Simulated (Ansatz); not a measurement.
Ni₃Ge:
```cif
data_GeNi3
_chemical_formula_sum 'Ni3 Ge1'
_space_group_name_H-M_alt 'Pm-3m'
_space_group_IT_number 221
_space_group_name_Hall '-P 4 2 3'
_cell_length_a 3.52496
_cell_length_b 3.52496
_cell_length_c 3.52496
_cell_angle_alpha 90.000
_cell_angle_beta 90.000
_cell_angle_gamma 90.000
loop_
_atom_site_label
_atom_site_type_symbol
_atom_site_symmetry_multiplicity
_atom_site_Wyckoff_symbol
_atom_site_fract_x
_atom_site_fract_y
_atom_site_fract_z
_atom_site_occupancy
Ni1 Ni 3 c 0.00000 0.50000 0.50000 1
Ge1 Ge 1 a 0.00000 0.00000 0.00000 1
```

Relaxed with PBEsol.

### Question
Which orbitals make up the states near the Fermi level in plane-wave PAW PBEsol (Ansatz code)?

### Answer
Within 0.5 eV of the Fermi level: Ni 3d 92 %. Projections are on Löwdin-orthogonalised atomic valence shells; empty p or d shells of many metals are not among them.

### Question
Tabulate the density of states.

### Answer
States/eV per cell of 4 atoms, in 0.25 eV bins, energy from the Fermi level.

| E (eV) | total | Ni 3d | Ge 4p | Ni 4s |
|---|---|---|---|---|
| -7.85 | 0.06 | 0.00 | 0.03 | 0.03 |
| -7.60 | 0.26 | 0.02 | 0.12 | 0.10 |
| -7.35 | 0.39 | 0.04 | 0.19 | 0.15 |
| -7.10 | 0.52 | 0.06 | 0.25 | 0.19 |
| -6.85 | 0.66 | 0.08 | 0.31 | 0.23 |
| -6.60 | 0.86 | 0.13 | 0.40 | 0.27 |
| -6.35 | 1.26 | 0.23 | 0.58 | 0.35 |
| -6.10 | 1.47 | 0.33 | 0.65 | 0.37 |
| -5.85 | 1.45 | 0.39 | 0.62 | 0.33 |
| -5.60 | 1.31 | 0.39 | 0.57 | 0.26 |
| -5.35 | 1.54 | 0.54 | 0.64 | 0.27 |
| -5.10 | 1.85 | 0.77 | 0.70 | 0.28 |
| -4.85 | 1.41 | 0.68 | 0.48 | 0.18 |
| -4.60 | 1.10 | 0.59 | 0.35 | 0.12 |
| -4.35 | 1.65 | 1.00 | 0.45 | 0.15 |
| -4.10 | 3.25 | 1.92 | 1.09 | 0.18 |
| -3.85 | 7.19 | 5.30 | 1.49 | 0.28 |
| -3.60 | 4.81 | 3.56 | 0.32 | 0.78 |
| -3.35 | 3.01 | 2.56 | 0.19 | 0.19 |
| -3.10 | 6.32 | 5.81 | 0.18 | 0.21 |
| -2.85 | 7.24 | 6.73 | 0.12 | 0.21 |
| -2.60 | 5.20 | 4.78 | 0.11 | 0.13 |
| -2.35 | 8.51 | 7.97 | 0.19 | 0.11 |
| -2.10 | 7.89 | 7.22 | 0.31 | 0.09 |
| -1.85 | 3.80 | 3.39 | 0.20 | 0.06 |
| -1.60 | 4.67 | 4.44 | 0.08 | 0.05 |
| -1.35 | 10.87 | 10.56 | 0.09 | 0.09 |
| -1.10 | 13.58 | 13.04 | 0.12 | 0.24 |
| -0.85 | 10.90 | 9.98 | 0.20 | 0.30 |
| -0.60 | 7.59 | 6.67 | 0.14 | 0.23 |
| -0.35 | 4.09 | 3.89 | 0.03 | 0.04 |
| -0.10 | 3.60 | 3.56 | 0.03 | 0.00 |
| 0.15 | 0.78 | 0.65 | 0.10 | 0.01 |
| 0.40 | 1.27 | 0.94 | 0.26 | 0.03 |
| 0.65 | 3.29 | 2.32 | 0.72 | 0.15 |
| 0.90 | 2.18 | 1.33 | 0.57 | 0.13 |
| 1.15 | 1.71 | 0.90 | 0.52 | 0.13 |
| 1.40 | 1.45 | 0.68 | 0.48 | 0.12 |
| 1.65 | 1.31 | 0.55 | 0.46 | 0.12 |
| 1.90 | 1.21 | 0.47 | 0.44 | 0.12 |
| 2.15 | 1.14 | 0.40 | 0.43 | 0.12 |
| 2.40 | 1.06 | 0.34 | 0.42 | 0.12 |
| 2.65 | 1.01 | 0.29 | 0.40 | 0.13 |
| 2.90 | 0.90 | 0.24 | 0.37 | 0.13 |
| 3.15 | 0.80 | 0.20 | 0.33 | 0.12 |
| 3.40 | 0.76 | 0.17 | 0.31 | 0.13 |
| 3.65 | 0.72 | 0.15 | 0.30 | 0.13 |
| 3.90 | 0.61 | 0.12 | 0.25 | 0.11 |
| 4.15 | 0.54 | 0.10 | 0.19 | 0.12 |
| 4.40 | 0.90 | 0.17 | 0.16 | 0.41 |
| 4.65 | 1.01 | 0.17 | 0.14 | 0.49 |

The first step of the workflow began from a Materials Project structure, measured or hypothetical; the Crystallography Open Database copy checked does not list it. Its standing as an ambient phase is unchecked. The PBEsol relaxation kept the symmetry of its start; of distortions, only those at the zone centre were tested. No spin polarisation was allowed. Spin–orbit coupling is left out wherever it is not named.

Potentials: the later of the program's two PAW sets.
